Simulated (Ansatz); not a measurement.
Consider the following.

ZnGeO3:
```
CELL_PARAMETERS angstrom
      2.48311     1.43362     4.61740
     -2.48311     1.43362     4.61740
      0.00000    -2.86724     4.61740
ATOMIC_POSITIONS crystal
  Zn 0.36745 0.36745 0.36745
  Zn 0.63255 0.63255 0.63255
  Ge 0.15634 0.15634 0.15634
  Ge 0.84366 0.84366 0.84366
  O  0.78527 0.04720 0.43874
  O  0.21473 0.95280 0.56126
  O  0.04720 0.43874 0.78527
  O  0.95280 0.56126 0.21473
  O  0.43874 0.78527 0.04720
  O  0.56126 0.21473 0.95280
```

This is the r²SCAN-relaxed structure. Cartesian axes are those of the cell as given.

Question: All from DFT-r²SCAN in the program Ansatz with PAW potentials, unless another level is named. Estimate the Hill bulk and shear moduli.

Answer: 195 and 62.5 GPa.

Question: Next, the elastic constants (relaxed ions, GPa)?

Answer: C11 = 381, C12 = 169, C13 = 104, C14 = 20.4, C33 = 282, C44 = 30.5, C15 = -4.0.

Question: And the highest zone-centre frequency (without LO–TO term)?

Answer: 21.22 THz.

Space group R-3. The first step of the workflow began from a Materials Project structure, measured or hypothetical; the Crystallography Open Database copy checked does not list it. Its standing as an ambient phase is unchecked. Symmetry was held in the r²SCAN relaxation; its stability against distortions is not shown here.

Potentials: the later of the program's two PAW sets.
